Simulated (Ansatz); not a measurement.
## Lu5N: from a guess to a relaxed structure

Level of theory: DFT PBE, scalar-relativistic, plane waves, PAW (Ansatz). Cutoff 420 eV, Gaussian smearing, Γ-centred meshes. Cell and atoms relax first on a coarse mesh and then on a finer one. In between, the cell is made exact in the group found at 0.06 Å. In metals the finer mesh still leaves noise of several meV/atom or more. The steps can't lower the symmetry of their start. No spin polarisation.

A trial structure of Lu5N was built thus: random cell by space group and Wyckoff sites (P6/mmm, No. 191). The dimensions are guesses.

```
Lu N
1.0
     4.41212    0.00000    0.00000
    -2.20606    3.82101    0.00000
     0.00000    0.00000    8.28205
Lu N
5 1
Direct
  0.33333 0.66667 0.80164
  0.66667 0.33333 0.80164
  0.66667 0.33333 0.19836
  0.33333 0.66667 0.19836
  0.00000 0.00000 0.00000
  0.00000 0.00000 0.50000
```

Energies over the elements count from the elements' standard structures at the same level (N₂ as a molecule), with no fitted energy shifts.

Question: Where does the relaxation end?

Answer: The symmetry stays P6/mmm (No. 191). The volume per atom grows by 7.9 %, from 23.3 to 25.1 Å³. The shortest distance goes from 2.55 Å (Lu–Lu) to 2.90 Å (Lu–Lu). The ratio c/a of the conventional cell changes by a factor of 0.57. The energy falls by about 1.3 eV/atom (the start's value is from the coarse mesh). Conventional cell: a = 5.457 Å, c = 5.839 Å. Lu on a site of symmetry 3m has 2 Lu at 2.90–2.94 Å, 3 Lu at 3.15 Å, 3 Lu at 3.47 Å and 3 N at 3.48 Å; Lu on a site of symmetry 6/mmm is surrounded by 2 N at 2.92 Å and 12 Lu at 3.47 Å; N has 2 Lu at 2.92 Å and 12 Lu at 3.48 Å.

```cif
data_structure
_symmetry_space_group_name_H-M 'P6/mmm'
_symmetry_Int_Tables_number 191
_cell_length_a 5.4572
_cell_length_b 5.4572
_cell_length_c 5.8391
_cell_angle_alpha 90.000
_cell_angle_beta 90.000
_cell_angle_gamma 120.000
_cell_volume 150.59
loop_
_atom_site_label
_atom_site_type_symbol
_atom_site_symmetry_multiplicity
_atom_site_Wyckoff_symbol
_atom_site_fract_x
_atom_site_fract_y
_atom_site_fract_z
_atom_site_occupancy
Lu1 Lu 4 h 0.33333 0.66667 0.75188 1
Lu2 Lu 1 a 0.00000 0.00000 0.00000 1
N1 N 1 b 0.00000 0.00000 0.50000 1
```

Question: Give its energy and gap.

Answer:

| Item | Value |
| --- | --- |
| Energy over the elements | +0.84 eV/atom |
| Gap on the 12×12×6 mesh of the 6-atom cell | 0 eV (a metal) |

A positive value: parting into the elements would lower its energy.

The last run used Gaussian smearing of 0.10 eV. The cell is a metal run without spin; a magnetic state may lie lower. A structure relaxed within its symmetry needn't be a true minimum. In all, the 4 runs took 8.5 min on 1 thread of Arm Neoverse V2, on a shared host.
